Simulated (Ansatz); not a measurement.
HfO2:
```yaml
crystal:
  lattice:
    - [0.00000, 2.52226, 2.52226]
    - [2.52226, 0.00000, 2.52226]
    - [2.52226, 2.52226, 0.00000]
  atoms:
    - { symbol: Hf, position: [0.00000, 0.00000, 0.00000] }
    - { symbol: O, position: [0.75000, 0.75000, 0.75000] }
    - { symbol: O, position: [0.25000, 0.25000, 0.25000] }
```

This is the PBEsol-relaxed structure.

Problem. All from the program Ansatz at the PBEsol level (PAW), unless another level is named. Estimate the formation energy from the elements (no fitted shifts).

Solution. -3.45 eV/atom.

Problem. And the gap with spin–orbit coupling?

Solution. 3.69 eV.

Problem. Predict the electron effective mass.

Solution. 0.70, 0.70, 1.1 mₑ (principal values).

Problem. What about the hole effective mass?

Solution. 0.28, 3.0, 3.0 mₑ (principal values).

Problem. Give the valence-band maximum.

Solution. at X.

Space group Fm-3m (fluorite). This is a known high-temperature phase of the composition, computed here at zero pressure and temperature. Symmetry was held in the PBEsol relaxation; whether a distortion lowers the energy is not shown. The run is not spin-polarised. The references are the lowest solids computed at this level, not always the standard phases (solids in place of the gases). Spin–orbit coupling is left out wherever it is not named.

Potentials: the earlier of the program's two PAW sets. The files were generated under PBE; for other functionals the program regenerates the frozen cores, and for LDA and PBEsol the local potential too.
